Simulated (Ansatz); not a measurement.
SnCl2 (space group Pnma)

```
SnCl2
1.0
    7.47652     0.00000     0.00000
    0.00000     4.28524     0.00000
    0.00000     0.00000     8.93671
Sn Cl
4 8
Direct
  0.76593   0.75000   0.58478
  0.23407   0.25000   0.41522
  0.73407   0.25000   0.08478
  0.26593   0.75000   0.91522
  0.52092   0.25000   0.84297
  0.47908   0.75000   0.15703
  0.97908   0.75000   0.34297
  0.02092   0.25000   0.65703
  0.14165   0.25000   0.07798
  0.85835   0.75000   0.92202
  0.35835   0.75000   0.57798
  0.64165   0.25000   0.42202
```

Method: LDA (plane waves to 420 eV, PAW, scalar-relativistic; Ansatz, a first-principles code). Harmonic phonons by density-functional perturbation theory on a 4×6×4 k mesh, in cm⁻¹; i marks imaginary ones, q is in fractions of the reciprocal vectors of the cell shown, and the three acoustic modes at Γ are left out. The non-analytic (LO-TO) term is not included, so polar modes at Γ have their transverse values. SnCl2 was relaxed with its symmetry unable to fall. The relaxed volume of SnCl2 is well below the measured one.

Task: Is the structure dynamically stable at Γ?

Result: No imaginary mode at these points (lowest 25 cm⁻¹ at Γ); other wave vectors were not tested.

Task: List the wavenumbers at Γ, with degeneracies.

Result: 
```csv
q,wavenumbers (cm⁻¹)
Γ,"25, 28, 34, 40, 52, 56, 66, 81, 87, 94, 94, 103, 109, 114, 132, 138, 139, 140, 141, 155, 161, 164, 168, 172, 173, 173, 178, 185, 189, 190, 199, 209, 242"
```
